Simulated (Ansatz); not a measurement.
**KF at 9 GPa: from Born charge to LO–TO splitting and polaron coupling**

Level of theory: Ansatz, DFT LDA, scalar-relativistic, plane waves, PAW. Cutoff 420 eV, 8×8×8 k-points (Γ-centred), fixed occupations. No spin polarisation. Phonons by linear response, acoustic sum rule imposed.

The cell, relaxed at 9 GPa:
Space group Fm-3m (No. 225). a = 4.921 Å, b = 4.921 Å, c = 4.921 Å, α = 90.00°, β = 90.00°, γ = 90.00°
| atom | site | symmetry | x | y | z |
| --- | --- | --- | --- | --- | --- |
| K | 4a | m-3m | 0.0000 | 0.0000 | 0.0000 |
| F | 4b | m-3m | 0.5000 | 0.0000 | 0.0000 |

Linear response gives ν_TO = 287.7 cm⁻¹, Born charges ±1.179 e (positive on K) and ε∞ = 2.210. The primitive cell holds 29.790 Å³, and the masses are 39.098 and 18.998 amu.

Q: Find ν_LO and the static dielectric constant.

A: The long-wave field adds a restoring force: ω_LO² − ω_TO² = Z*²e²/(ε_vac ε∞ μV). In these units ν_LO² − ν_TO² = 4.92064×10⁷ Z*²/(μ V ε∞) cm⁻², with μ = m₁m₂/(m₁ + m₂) = 12.786 amu: 81272 cm⁻². So ν_LO = √(287.7² + 81272) = 405.0 cm⁻¹, and the run gives 405.0. Lyddane–Sachs–Teller then gives ε0 = ε∞ (ν_LO/ν_TO)² = 4.38, against 4.38 in the run (it forms both from the same three quantities, so the match checks the arithmetic only). Between ν_TO and ν_LO the dielectric function is negative and an undamped crystal reflects fully: a reststrahlen band from 24.7 to 34.8 μm.

Q: What do the Clausius–Mossotti polarisability and the Szigeti charge come to?

A: With the Lorentz local field, α = (3V/4π)(ε∞ − 1)/(ε∞ + 2) = 2.04 Å³ for the pair, and e_S = 3Z*/(ε∞ + 2) = 0.84 e. The Born charge includes the electrons' response to the dipole's own local field, and e_S takes that enhancement out. The Lorentz field assumes point-like polarisable ions, a fair picture at this small ε∞.

Q: How strongly does a slow electron couple to the LO mode?

A: For one isotropic parabolic band, Fröhlich's constant is α_F = (1/ε∞ − 1/ε0) √(m* Ry/ħω_LO), with Ry = 13.606 eV, ħω_LO = 50.2 meV and m* in free-electron masses: α_F = 0.2241 × 16.46 × √m* = 3.69 √m*. The band mass isn't part of this run; for m* = 0.1, 0.3 and 1 it gives 1.17, 2.02, 3.69. In weak coupling the polaron lies α_F ħω_LO below the band edge (101 meV at m* = 0.3) with a mass m*(1 + α_F/6); past α_F of about 5 or 6 that expansion fails. A semilocal functional's ε∞ tends to be too large, which taken alone lowers α_F.

Cost: 1 run of about 0.26 core-minutes, on Arm Neoverse N1 (shared hosts).